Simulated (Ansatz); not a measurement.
Cs:
```
CELL_PARAMETERS angstrom
     -2.58066     2.58066     9.48758
      2.58066    -2.58066     9.48758
      2.58066     2.58066    -9.48758
ATOMIC_POSITIONS crystal
  Cs 0.25000 0.75000 0.50000
  Cs 0.50000 0.50000 0.00000
```

Relaxed with r²SCAN. Special points in fractions of this cell's reciprocal vectors: Γ (0.000, 0.000, 0.000); X (0.000, 0.000, 0.500); P (0.250, 0.250, 0.250); N (0.000, 0.500, 0.000); M (0.500, 0.500, -0.500); S (0.268, 0.732, -0.268); S0 (-0.268, 0.268, 0.268); R (-0.037, 0.037, 0.500); G (0.500, 0.500, -0.037).

Task: List the band energies nearest the Fermi level at these points for plane-wave PAW r²SCAN (Ansatz code).

Result: In eV from the Fermi level; about four levels below and three above (degenerate sets whole), none deeper than 8.9 eV; points with the same levels are listed once.

```csv
k,below,above
Γ,-1.69,0.04 0.46 1.77
X,–,0.52 0.52 1.40 1.40
P,–,0.53 0.53 1.34 1.34
N,-0.03,0.23 0.45 1.07
M,-1.12 -1.12,1.38 1.38 2.03 2.03
S,–,0.04 0.19 0.29
R,–,0.52 0.52 1.36 1.36
```

Space group I4_1/amd. The first step of the workflow began from a Materials Project structure, measured or hypothetical; the Crystallography Open Database copy checked does not list it. It is not the phase usual at ambient conditions (space group No. 229). The cell was relaxed with r²SCAN under the symmetry of its start; its stability against distortions is not shown here. Spin–orbit coupling is left out wherever it is not named.

Potentials: the later of the program's two PAW sets.
